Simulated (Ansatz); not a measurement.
Here is the system:

ReW:
```cif
data_ReW
_chemical_formula_sum 'W1 Re1'
_space_group_name_H-M_alt 'P4/mmm'
_space_group_IT_number 123
_space_group_name_Hall '-P 4 2'
_cell_length_a 2.80322
_cell_length_b 2.80322
_cell_length_c 3.87914
_cell_angle_alpha 90.000
_cell_angle_beta 90.000
_cell_angle_gamma 90.000
loop_
_atom_site_label
_atom_site_type_symbol
_atom_site_symmetry_multiplicity
_atom_site_Wyckoff_symbol
_atom_site_fract_x
_atom_site_fract_y
_atom_site_fract_z
_atom_site_occupancy
W1 W 1 d 0.50000 0.50000 0.50000 1
Re1 Re 1 a 0.00000 0.00000 0.00000 1
```

This is the PBEsol-relaxed structure.

Task: All from the program Ansatz at the PBEsol level (PAW), unless another level is named. Give the density of states at the Fermi level.

Result: 0.87 states/eV per atom (mean over ±0.08 eV).

Task: Give the formation energy from the elements (no fitted shifts).

Result: 0.23 eV/atom.

The cell is a constructed one: a structure type filled with these elements; neither database checked (COD, Materials Project) lists it. Whether it is the stable phase at ambient conditions was not checked. The cell was relaxed with PBEsol under the symmetry of its start; its stability against distortions is not shown here. No spin polarisation was allowed. The references are the lowest solids computed at this level, not always the standard phases. Scalar-relativistic: spin–orbit coupling is off unless named, which matters more the heavier the elements.

Potentials: the earlier of the program's two PAW sets. The files were generated under PBE; for other functionals the program regenerates the frozen cores, and for LDA and PBEsol the local potential too.
